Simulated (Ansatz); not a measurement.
Li (9R (Sm type), space group No. 166) at seven volumes, plane-wave PAW LDA (Ansatz code), shape and atoms relaxed at each. One row is withheld.

```csv
V (Å³/atom),P (GPa)
17.244,1.66
17.813,1.03
18.381,?
18.950,0.00
19.518,-0.42
20.087,-0.79
20.655,-1.12
```

Q: Fit the shown pressures and predict the withheld one.

A: Third-order Birch–Murnaghan: P = (3/2)B₀(x^(7/2) − x^(5/2))[1 + (3/4)(B′ − 4)(x − 1)] with x = (V₀/V)^(2/3). Least squares on the six rows gives V₀ = 18.951 Å³/atom, B₀ = 15.02 GPa, B′ = 3.36. At V = 18.381, x = 1.0206 and P = 0.48 GPa. The run itself gave 0.48 GPa.

Space group R-3m (9R (Sm type)). The first step of the workflow began from a Materials Project structure, measured or hypothetical; the Crystallography Open Database files this formula in space group No. 166, but the cells were not matched. It is not the phase usual at ambient conditions (space group No. 229). The cell was relaxed with LDA under the symmetry of its start; its stability against distortions is not shown here.

Potentials: the earlier of the program's two PAW sets. The files were generated under PBE; for other functionals the program regenerates the frozen cores, and for LDA and PBEsol the local potential too.
